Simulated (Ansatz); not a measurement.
SnO$_{2}$ (rutile)

```yaml
crystal:
  lattice:
    - [4.76919, 0.00000, 0.00000]
    - [0.00000, 4.76919, 0.00000]
    - [0.00000, 0.00000, 3.21201]
  atoms:
    - { symbol: Sn, position: [0.00000, 0.00000, 0.00000] }
    - { symbol: Sn, position: [0.50000, 0.50000, 0.50000] }
    - { symbol: O, position: [0.30628, 0.30628, 0.00000] }
    - { symbol: O, position: [0.80628, 0.19372, 0.50000] }
    - { symbol: O, position: [0.19372, 0.80628, 0.50000] }
    - { symbol: O, position: [0.69372, 0.69372, 0.00000] }
```

This relaxed cell (volume V₀) is scaled evenly in all directions, its shape held. The atoms relax within the cell's symmetry.

All values below come from PBEsol (plane waves to 420 eV, PAW, scalar-relativistic; Ansatz, an electronic-structure program). k mesh 7×7×11 (Γ-centred), Fermi-Dirac smearing 0.05 eV. E stands for the smeared free energy. Compression counts positive. SnO2 was relaxed with its symmetry unable to fall. ΔE is measured from the relaxed starting cell.

What ΔE (meV/atom) and P (GPa) does the calculation give at V/V₀ = 0.900, 0.920, 0.940, 0.960, 0.980, 1.020, 1.060, 1.080?


| V/V₀ | ΔE (meV/atom) | P (GPa) |
|---|---|---|
| 0.900 | 91.4 | 26.7 |
| 0.920 | 56.1 | 20.0 |
| 0.940 | 30.2 | 14.1 |
| 0.960 | 12.9 | 8.8 |
| 0.980 | 3.1 | 4.2 |
| 1.020 | 2.8 | -3.7 |
| 1.060 | 23.7 | -9.8 |
| 1.080 | 40.7 | -12.4 |

(A scan under strain: stresses follow from slopes of the energy per volume, elastic moduli from its curvatures.)
